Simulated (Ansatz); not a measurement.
Here is the system:

KTaO3:
```cif
data_KO3Ta
_chemical_formula_sum 'K1 Ta1 O3'
_space_group_name_H-M_alt 'Pm-3m'
_space_group_IT_number 221
_space_group_name_Hall '-P 4 2 3'
_cell_length_a 3.95200
_cell_length_b 3.95200
_cell_length_c 3.95200
_cell_angle_alpha 90.000
_cell_angle_beta 90.000
_cell_angle_gamma 90.000
loop_
_atom_site_label
_atom_site_type_symbol
_atom_site_symmetry_multiplicity
_atom_site_Wyckoff_symbol
_atom_site_fract_x
_atom_site_fract_y
_atom_site_fract_z
_atom_site_occupancy
K1 K 1 a 0.00000 0.00000 0.00000 1
Ta1 Ta 1 b 0.50000 0.50000 0.50000 1
O1 O 3 c 0.00000 0.50000 0.50000 1
```

This is the LDA-relaxed structure.

**Question.** All from the program Ansatz at the LDA level (PAW), unless another level is named. Give the bulk modulus (Birch–Murnaghan fit).

**Answer.** 2180 kbar.

**Question.** What about the vibrational entropy at 300 K?

**Answer.** 22.0 J/(K·mol of atoms).

The cell was relaxed with LDA under the symmetry of its start. The run is not spin-polarised. Scalar-relativistic: spin–orbit coupling is off unless named, which matters more the heavier the elements.

Potentials: the later of the program's two PAW sets.
